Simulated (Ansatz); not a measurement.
**Data sheet: NiBi3 (DFT)**

NiBi₃:
```
CELL_PARAMETERS angstrom
      8.79952     0.00000     0.00000
      0.00000     4.09347     0.00000
      0.00000     0.00000    11.30885
ATOMIC_POSITIONS crystal
  Ni 0.08874 0.25000 0.48119
  Ni 0.91126 0.75000 0.51881
  Ni 0.41126 0.75000 0.98119
  Ni 0.58874 0.25000 0.01881
  Bi 0.20046 0.75000 0.61101
  Bi 0.79954 0.25000 0.38899
  Bi 0.29954 0.25000 0.11101
  Bi 0.70046 0.75000 0.88899
  Bi 0.11758 0.75000 0.91012
  Bi 0.88242 0.25000 0.08988
  Bi 0.38242 0.25000 0.41012
  Bi 0.61758 0.75000 0.58988
  Bi 0.40863 0.25000 0.82133
  Bi 0.59137 0.75000 0.17867
  Bi 0.09137 0.75000 0.32133
  Bi 0.90863 0.25000 0.67867
```

Space group Pnma (No. 62); conventional cell a = 8.7995 Å, b = 4.0935 Å, c = 11.3089 Å, α = β = γ = 90.00°.

Method: plane-wave PAW PBEsol (Ansatz code). Structure relaxed to zero pressure with the same functional. Other levels are named where they apply.

**Cell and energy**

```yaml
volume_per_atom: 25.46 Å³
density: 11.18 g/cm³
Formation energy from the elements (no fitted shifts): -0.058 eV/atom
```

**Electronic structure**

```yaml
electronic_character: metallic (no gap)
Density of states at the Fermi level: 0.61 states/eV per atom (mean over ±0.08 eV)
```

**Mechanics**

```yaml
Bulk modulus (Birch–Murnaghan fit): 41.0 GPa
Pressure derivative B′: 11.0
```

The first step of the workflow began from a Materials Project structure, measured or hypothetical; the Crystallography Open Database copy checked does not list it. Its standing as an ambient phase is unchecked. The cell was relaxed with PBEsol under the symmetry of its start; whether a distortion lowers the energy is not shown. No spin polarisation was allowed. Axis ratios of metals converge slowly with the k-mesh, so a and c are less sure than the volume. The references are the lowest solids computed at this level, not always the standard phases. Scalar-relativistic: spin–orbit coupling is off unless named, which matters more the heavier the elements.

Potentials: the later of the program's two PAW sets.
